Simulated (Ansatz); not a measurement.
## CrAgO₂ (R-3m): compressed by 5 % along z at fixed volume; anisotropy by the force theorem

These are results of Ansatz 0.2.0, DFT, LDA, PAW with Ansatz's default frozen-core files, scalar-relativistic, not measurements.

Command: `ansatz run input.yaml --threads 2 --pin off --max-ram 6144MiB --backend cpu --events-out ev --progress --plain --runs-dir out`

```yaml
crystal:
  lattice:
    - [1.5312726905, 0.8840807001, 5.8615]
    - [-1.5312726905, 0.8840807001, 5.8615]
    - [0.0, -1.7681614001, 5.8615]
  atoms:
    - { symbol: Cr, position: [0.5, 0.5, 0.5], spin: 2.4 }
    - { symbol: Ag, position: [0.0, 0.0, 0.0] }
    - { symbol: O, position: [0.1119, 0.1119, 0.1119] }
    - { symbol: O, position: [0.8881, 0.8881, 0.8881] }
magnetization:
  spin_polarized: true
kpoints:
  mp_grid: { grid: [10, 10, 10] }
scf:
  occupations: { method: fermi_dirac, width: 0.025 }
  lower_state_search: "off"
hamiltonian:
  xc: lda
  pseudopotentials: { kind: paw }
output:
  eigenvalues: false
  eigenstates:
    nscf_kmesh: { grid: [15, 15, 15] }
    top_band: c45
    magnetocrystalline_anisotropy:
      directions: [[0.0, 0.0, 1.0], [1.0, 0.0, 0.0], [0.8660254, 0.5, 0.0]]
```

Log:

```
settings of this run that can trade accuracy for cost: output.eigenvalues: false. Do not mix this run's numbers with those of runs without the same settings; the input reference describes each key
basis.fft_grid_basis auto: the FFT boxes are laid along the combinations [[1, 0, -1], [0, 1, -1], [0, 0, 1]] of the cell's own vectors, 3.063, 3.063 and 6.122 Å long. The dense box has 24×24×45 points. Along the cell's own vectors, as sized, it would have 45×45×45, 3.52 times as many. Of the 12 symmetry operations that the crystal satisfies within crystal.symmetry.tolerance (time reversal apart; o …
Engine: ansatz 0.2.0
Pseudopotentials: kind: paw
Pseudopotential: Cr, paw, valence charge 14, recommended cutoff 420 eV (normal), Cr.paw.azcp
Pseudopotential: Ag, paw, valence charge 19, recommended cutoff 420 eV (normal), Ag.paw.azcp
Pseudopotential: O, paw, valence charge 6, recommended cutoff 420 eV (normal), O.paw.azcp
Functional definition: SPW92
  exchange = slater_x
  correlation = pw_c
Crystal: 4 atoms, lattice volume = 47.611 Å³
Basis set: ecut = 420 eV, 955 PW (Γ), FFT grids on a1−a3, a2−a3, a3
Bands: 29, of which v1, the nominal top of the filled ones, is band 23 counted from 1 (22 counted from 0)
Symmetry: 12 space group operations
Space group: R-3m (ITA 166), of the structure as read, at distance tolerance 3.6e-5 Å
Magnetic group: BNS 166.97 (UNI 1327), of the structure as read, at distance tolerance 3.6e-5 Å
k-points: 116 of 1000
Non-local potential: Cr, projectors of the file, l = 0: 3, l = 1: 2, l = 2: 3, l = 3: 1
Non-local potential: Ag, projectors of the file, l = 0: 3, l = 1: 2, l = 2: 2, l = 3: 1
Non-local potential: O, projectors of the file, l = 0: 2, l = 1: 2, l = 2: 1
PAW form: soft (Blöchl's): semilocal exchange-correlation on the pseudo side does not see the compensation charge
PAW frozen core: Cr, regenerated for the run's functional, and the local potential with it (the file was generated under x = pbe(κ = 0.804, μ = 0.2195149727645171), c = pbe(β = 0.06672455060314922))
PAW frozen core: Ag, regenerated for the run's functional, and the local potential with it (the file was generated under x = pbe(κ = 0.804, μ = 0.2195149727645171), c = pbe(β = 0.06672455060314922))
PAW frozen core: O, regenerated for the run's functional, and the local potential with it (the file was generated under x = pbe(κ = 0.804, μ = 0.2195149727645171), c = pbe(β = 0.06672455060314922))
PAW one-centre angular grid: Cr, 590 points (default); XC on 64 Gauss nodes
PAW one-centre angular grid: Ag, 590 points (default); XC on 64 Gauss nodes
PAW one-centre angular grid: O, 110 points (default); XC on 64 Gauss nodes
Initial density: superposition of atomic densities (chi_scale 0.1, normalization cell, long waves kept (reshape's long-wave potential 0.41 eV rms))
Starting moments: Σ|m| = 2.4 μB on 1 of 4 sites
Initial wavefunctions: pseudopotential atomic-orbital guess
Functional: x = slater, c = lda
SCF iter   1: F=—  HF=-11891.601141 eV  |F-HF|=—  |Δ(HF+E_count)|=         —  Δρ=4.41e-2 (↑4.41e-2 ↓4.11e-2)  dr2=3.08e0  dr2_m=2.26e-1  M=2.854 μB ∫|m|=2.880 μB  β_m=1.00  ethr=3.10e-3  ⟨swp⟩=5.0  Hψ=23187  notcnv=0
preconditioner: auto → Kerker (q_TF=auto, 2.703 Å⁻¹)  [metal: Δε(μ)=0.010 eV  Ē_g=10.751 eV  σ=0.025 eV  W_gap=0.10  n_scr=16 (ndim 8)  ℏωp=29.0 eV  f_vac=0.000  D(μ)=2.62/eV (n_scr^D=28)]
spin=Collinear: Kerker preconditioning applied to the charge; magnetization (m = ρ↑ − ρ↓) channel mixes plain (no charge-response kernel on spin).
SCF iter   2: F=—  HF=-11891.587903 eV  |F-HF|=—  |Δ(HF+E_count)|=   1.32e-2  Δρ=2.50e-2 (↑2.13e-2 ↓2.50e-2)  dr2=9.43e-1  dr2_m=4.18e-2  M=3.000 μB ∫|m|=3.054 μB  β_m=1.00  ethr=3.10e-3  ⟨swp⟩=2.0  Hψ=9956  notcnv=0  defer=241
preconditioner: auto → none  [insulator: Δε(μ)=0.339 eV  Ē_g=10.581 eV  σ=0.025 eV  W_gap=1.00  n_scr=16 (ndim 8)  ℏωp=29.0 eV  f_vac=0.000  D(μ)=0.00/eV (n_scr^D=0)  ε∞_Penn≈8.5]
SCF iter   3: F=—  HF=-11891.493868 eV  |F-HF|=—  |Δ(HF+E_count)|=   9.40e-2  Δρ=1.01e-2 (↑8.89e-3 ↓1.01e-2)  dr2=1.87e-1  dr2_m=2.50e-3  M=3.000 μB ∫|m|=3.071 μB  β_m=1.00  ethr=2.10e-3  ⟨swp⟩=2.0  Hψ=9045  notcnv=0  defer=262
SCF iter   4: F=—  HF=-11891.516304 eV  |F-HF|=—  |Δ(HF+E_count)|=   2.24e-2  Δρ=5.04e-3 (↑5.04e-3 ↓3.40e-3)  dr2=2.01e-2  dr2_m=1.14e-3  M=3.000 μB ∫|m|=3.083 μB  β_m=1.00  ethr=4.17e-4  ⟨swp⟩=2.0  Hψ=9120  notcnv=0  defer=280
SCF iter   5: F=—  HF=-11891.543756 eV  |F-HF|=—  |Δ(HF+E_count)|=   2.75e-2  Δρ=1.90e-3 (↑1.90e-3 ↓1.49e-3)  dr2=5.60e-3  dr2_m=4.42e-5  M=3.000 μB ∫|m|=3.085 μB  β_m=1.00  ethr=4.47e-5  ⟨swp⟩=2.1  Hψ=12287  notcnv=0  defer=281
SCF iter   6: F=—  HF=-11891.563586 eV  |F-HF|=—  |Δ(HF+E_count)|=   1.98e-2  Δρ=8.23e-4 (↑8.23e-4 ↓7.09e-4)  dr2=3.68e-4  dr2_m=8.74e-6  M=3.000 μB ∫|m|=3.085 μB  β_m=0.30  ethr=1.24e-5  ⟨swp⟩=2.4  Hψ=11386  notcnv=0  defer=283
Mixer restart at iter 6: flushing history
spin-set hold released at iteration 6 (site moments contracting): the magnetisation degrees of freedom join the quasi-Newton model from the next iteration; the mixer history was flushed
SCF iter   7: F=—  HF=-11891.573571 eV  |F-HF|=—  |Δ(HF+E_count)|=   9.98e-3  Δρ=6.79e-4 (↑6.79e-4 ↓4.92e-4)  dr2=2.20e-4  dr2_m=1.69e-5  M=3.000 μB ∫|m|=3.086 μB  β_m=0.65  ethr=8.18e-7  ⟨swp⟩=2.0  Hψ=11894  notcnv=0  defer=283
SCF iter   8: F=—  HF=-11891.584656 eV  |F-HF|=—  |Δ(HF+E_count)|=   1.11e-2  Δρ=1.98e-3 (↑1.98e-3 ↓1.48e-3)  dr2=6.73e-3  dr2_m=4.39e-5  M=3.000 μB ∫|m|=3.086 μB  β_m=0.43  ethr=4.88e-7  ⟨swp⟩=2.0  Hψ=12885  notcnv=0  defer=283
SCF iter   9: F=—  HF=-11891.583459 eV  |F-HF|=—  |Δ(HF+E_count)|=   1.20e-3  Δρ=3.05e-4 (↑3.05e-4 ↓8.70e-5)  dr2=2.55e-5  dr2_m=1.55e-5  M=3.000 μB ∫|m|=3.088 μB  β_m=0.51  ethr=4.88e-7  ⟨swp⟩=2.5  Hψ=12942  notcnv=0  defer=283
SCF iter  10: F=—  HF=-11891.583452 eV  |F-HF|=—  |Δ(HF+E_count)|=   7.66e-6  Δρ=1.16e-4 (↑1.16e-4 ↓6.47e-5)  dr2=4.00e-6  dr2_m=3.14e-6  M=3.000 μB ∫|m|=3.088 μB  β_m=0.64  ethr=5.67e-8  ⟨swp⟩=1.7  Hψ=8888  notcnv=0  defer=283
SCF iter  11: F=—  HF=-11891.583454 eV  |F-HF|=—  |Δ(HF+E_count)|=   1.99e-6  Δρ=7.74e-5 (↑7.74e-5 ↓5.29e-5)  dr2=7.68e-6  dr2_m=2.62e-7  M=3.000 μB ∫|m|=3.088 μB  β_m=0.48  ethr=8.89e-9  ⟨swp⟩=2.0  Hψ=11197  notcnv=0  defer=283
SCF iter  12: F=-11891.583452 eV  HF=-11891.583452 eV  |F-HF|=6.37e-10  |Δ(HF+E_count)|=   1.80e-6  Δρ=7.74e-6 (↑5.41e-6 ↓7.74e-6)  dr2=8.83e-9  dr2_m=1.64e-8  M=3.000 μB ∫|m|=3.088 μB  ethr=2.22e-10  ⟨swp⟩=6.7  Hψ=25207  notcnv=0
SCF 1 converged in 12 iterations: F = -11891.583452 eV  dr2 = 8.83e-9
  greatest PAW one-centre occupation: 1.002 electrons in one spin orbital (limit 2), on the Ag atom at site 1 (counted from 0), in its partial waves of l = 0
NSCF: frozen V_eff on 344 k-points
Magnetocrystalline anisotropy: 0 of 344 k-points coupled
Magnetocrystalline anisotropy: 64 of 344 k-points coupled
Magnetocrystalline anisotropy: 128 of 344 k-points coupled
Magnetocrystalline anisotropy: 192 of 344 k-points coupled
Magnetocrystalline anisotropy: 256 of 344 k-points coupled
Magnetocrystalline anisotropy: 320 of 344 k-points coupled
Magnetocrystalline anisotropy: 344 of 344 k-points coupled
SCF converged after 12 iterations
Magnetization: 3.0000 μB (24.0000 up, 21.0000 down)
Absolute magnetization: 3.0906 μB (∫|ρ↑−ρ↓|, with the PAW one-centre terms)
Spin contamination: 0.0272 ħ² per cell (⟨S²⟩ above its minimum at these occupations)
Per-site moments (μB) at R_I (Å): [(2.424326807108709, 0.8305346491207595), (0.008819272480016684, 0.8116785393749999), (-0.0026469181614936855, 0.8116785393750001), (-0.0026469181614935527, 0.8116785393749999)]
Free energy (F): -11891.583452 eV
Harris-Foulkes:  -11891.583452 eV  (|F-HF|=6.37e-10)
Internal energy: -11891.583452 eV  (E = F + TS)
E sigma→0 (E₀):  -11891.583452 eV
Fermi energy:    13.154379 eV
--- Per-component energies (eV) ---
  E_band       = -519.790277
  E_kinetic    = 1215.219093
  E_local      = -4626.848627  (includes V_loc(G=0)·N_el)
  E_nonlocal   = 272.500965
  E_hartree    = 1970.534919
  E_xc         = -464.724978
  E_vxc        = -595.559416  (∫ρ·V_xc dr)
  E_paw        = -5206.016116  (= ΣΔE_a)
  E_vpaw       = -726.178840  (= ΣTr[D̂ρ^β])
  E_aug_tail   = 0.005516  (compensation charges beyond the density's cutoff)
  E_ewald      = -5053.538000
  E_core_change = 1.283775  (= ΣΔE_core)
  E_smearing   = -0.000000  (= −TS)
  E_closure    = 0.000000  (closes the sum)
  Σ components = -11891.583452   (vs F -11891.583452, Δ=0.00e0)
--- Band table (eV; the first three rows and the last of 232) ---
  k-point 0 ↑: bands = ["-78.9280", "-59.6702", "-42.6242", "-42.3904", "-42.3904", "-31.3239", "-31.3053", "-31.3053", "-7.3037", "-5.6199", "4.2561", "6.5117", "6.5117", "7.0722", "8.4456", "8.4456", "8.7630", "9.2976", "9.2976", "9.7208", "9.7208", "11.5663", "11.5663", "12.1066", "14.6303", "15.3622", "15.3622", "17.9589", "20.8291"]
  k-point 1 ↑: bands = ["-78.9276", "-59.6688", "-42.6235", "-42.3963", "-42.3919", "-31.3216", "-31.3191", "-31.3083", "-7.2115", "-5.6395", "4.3556", "6.3151", "6.5706", "7.2290", "8.3802", "8.5444", "8.8229", "9.1880", "9.3073", "9.3635", "9.6147", "11.6966", "11.7711", "12.1330", "14.7629", "15.1070", "15.2873", "18.4052", "21.0433"]
  k-point 2 ↑: bands = ["-78.9264", "-59.6651", "-42.6218", "-42.4117", "-42.3959", "-31.3554", "-31.3163", "-31.3152", "-6.9604", "-5.6944", "4.6176", "5.9750", "6.7287", "7.4653", "8.0474", "8.5155", "8.6888", "8.9084", "9.0054", "9.6200", "9.6903", "11.8474", "12.1121", "12.2170", "14.5459", "15.1241", "15.1549", "19.3719", "21.6096"]
  k-point 115 ↓: bands = ["-78.9210", "-56.7924", "-42.6133", "-42.3838", "-42.3838", "-28.5460", "-28.5460", "-28.4453", "-6.9775", "-5.8852", "6.1866", "6.4362", "7.3307", "7.3604", "7.3604", "8.1495", "8.1495", "8.4676", "8.4676", "10.8638", "10.8638", "14.2049", "14.2049", "14.9284", "15.9447", "16.6634", "16.6634", "17.4462", "21.1868"]
settings of this run that can trade accuracy for cost: output.eigenvalues: false. Do not mix this run's numbers with those of runs without the same settings; the input reference describes each key
```

magnetocrystalline_anisotropy.tsv:

```
# direction_x	direction_y	direction_z	energy_mev	energy_tetrahedra_mev	beyond_first_order_mev	atom_0_mev	atom_1_mev	atom_2_mev	atom_3_mev	spread_mev	spread_tetrahedra_mev	orbital_0_along_direction_mub	orbital_1_along_direction_mub	orbital_2_along_direction_mub	orbital_3_along_direction_mub
# format = ansatz-magnetocrystalline-anisotropy/3
# nscf_kmesh_grid = 15 15 15
# nscf_kmesh_shift = 0 0 0
# n_bands = 68
# occupation_method = fermi_dirac
# smearing_width_ev = 0.025
# xc_rung = lda
# a1_ang = 1.5313 0.88408 5.8615
# a2_ang = -1.5313 0.88408 5.8615
# a3_ang = 0 -1.7682 5.8615
# atom = 0 Cr 0.5 0.5 0.5
# atom = 1 Ag 0 0 0
# atom = 2 O 0.1119 0.1119 0.1119
# atom = 3 O 0.8881 0.8881 0.8881
# kernel_functional = own
# kernel_scale = 1.0527
# goldstone_residual = 0.010132
# bands_end_over_fermi_ev = 44.521
# easy_direction_run = 0
# easy_direction_tetrahedra = 0
0	0	1	0	0	1.627e-05	0	0	0	0	0	0	-0.036217	-0.00023932	0.0014801	0.0014801
1	0	0	0.095169	0.095169	1.7164e-05	0.12745	-0.0343	0.0011599	0.0011599	0.0014735	0.0014735	-0.037826	-0.00035289	0.0010659	0.0010659
0.86603	0.5	0	0.095169	0.095169	1.7166e-05	0.12745	-0.0343	0.0011599	0.0011599	0.0014733	0.0014733	-0.037826	-0.00035289	0.0010659	0.0010659
```

Site moments (μB): Cr1 2.42, Ag2 0.01, O3 0.00, O4 0.00. Cell moment 3.00 μB.

The magnetic group in the log treats spin as a scalar label, without spin–orbit coupling.

The PAW files were made with PBE; the program remakes their cores once for the run's functional and then keeps them frozen. The Ansatz runs typed with the search for lower states off end where their start leads. None of this fixes the real material's magnetic order: only patterns that fit the cell were computed, without spin fluctuations and on one mesh and smearing, with a functional that can overstate moments.

It took 2.1 min on 2 threads of Intel(R) Xeon(R) Platinum 8259CL CPU @ 2.50GHz (Skylake/Cascade Lake), on a shared host, peak memory 1.3 GiB.
